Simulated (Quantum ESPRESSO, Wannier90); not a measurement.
**ZrN (rock salt): Wannier90 run**

```xyz
2
Lattice="0.0000 2.2943 2.2943 2.2943 0.0000 2.2943 2.2943 2.2943 0.0000" Properties=species:S:1:pos:R:3 pbc="T T T"
Zr     2.2943     2.2943     2.2943
N      0.0000     0.0000     0.0000
```

Structure: Materials Project mp-1352, symmetrised, not relaxed again. COD (Crystallography Open Database) has an entry of this formula and space group (matched by these alone). Level: PBEsol, spinors with spin-orbit coupling; pw.x of Quantum ESPRESSO at 68 Ry with PseudoDojo potentials, 8×8×8 k-points, Wannier90. Density: 12×12×12 mesh, cold smearing 0.01 Ry.

The plane-wave run has 44 bands and 17 electrons a cell. On the energy scale of pw.x, whose zero is arbitrary, the Fermi level lies at 17.56 eV.

Isolated groups of bands, relative to the Fermi level (bands from 11 on overlap up to the last one computed):

| bands | from (eV) | to (eV) | filling | weight on atomic waves |
|---|---|---|---|---|
| 1–2 | -49.41 | -49.22 | filled | Zr 4s 94 % |
| 3–4 | -28.85 | -28.30 | filled | Zr 4p 96 % |
| 5–8 | -27.26 | -26.50 | filled | Zr 4p 96 % |
| 9–10 | -16.16 | -13.92 | filled | N 2s 70 %, Zr 4d 16 %, Zr 5s 9 % |

Input w.win, without the blocks of cell, atoms and k-points (512 lines):

```
num_bands = 34
num_wann = 16
exclude_bands = 1-10
spinors = true
num_iter = 800
conv_tol = 1.0e-6
conv_window = 4
dis_num_iter = 1000
dis_conv_tol = 1.0e-6
dis_froz_max = 21.38
write_hr = true
write_u_matrices = true
begin projections
f=0.49875,0.48550,0.49953: d
f=-0.00046,-0.01400,0.01656: p
end projections
mp_grid = 8 8 8
```

wannier90.x stops with:
```
dis_windows: More states in the frozen window than target WFs
```
At some k-point more bands lie below dis_froz_max than there are Wannier functions, and every frozen state has to fit into the subspace. Mended as below, all else unchanged, the run goes through (Ω_I = 20.0 Å²) and follows the plane-wave bands to 6.2 meV rms (states up to 1.0 eV relative to the Fermi level).
```
dis_froz_max = 19.06
```
